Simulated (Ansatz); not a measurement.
Input and command of a plane-wave DFT calculation in Ansatz:

```yaml
crystal:
  lattice:
    - [3.193501801, 0.0, 0.0]
    - [-1.5967509005, 2.7656536867, 0.0]
    - [0.0, 0.0, 3.4481331738]
  atoms:
    - { symbol: Mn, position: [0.0, 0.0, 0.0], spin: 3.82 }
    - { symbol: Ni, position: [0.3333333333, 0.6666666667, 0.5], spin: 0.42 }
    - { symbol: Ni, position: [0.6666666667, 0.3333333333, 0.5], spin: 0.42 }
basis:
  ecutwfc: 420
kpoints:
  mp_grid: { grid: [6, 6, 6] }
hamiltonian:
  xc: pbe
scf:
  occupations: { method: gaussian, width: 0.1 }
  lower_state_search: "off"
output:
  forces: true
  stress: true
  eigenvalues: true
  populations: true
magnetization:
  spin_polarized: true
relax:
  adjacent_minimum: "off"
  f_tol: 0.04
  max_steps: 70
  cell: { stress_tol: 0.4 }
```

```bash
ansatz run input.yaml --threads 1 --pin off --max-ram 2560MiB --backend cpu --events-out ev --progress --plain --runs-dir out
```

Processor: Arm Neoverse V1, 1 thread, on a host shared with other jobs.

Q: Estimate time, memory and problem size.

A: About 78 s on 1 thread of Arm Neoverse V1, on a shared host, peak memory 0.35 GiB. It solves 34 bands at 28 k points (the mesh reduced by the symmetry that the task leaves, which can be less than the crystal's) with about 705 plane waves (on the last cell), in 155 SCF iterations over 15 ionic steps.
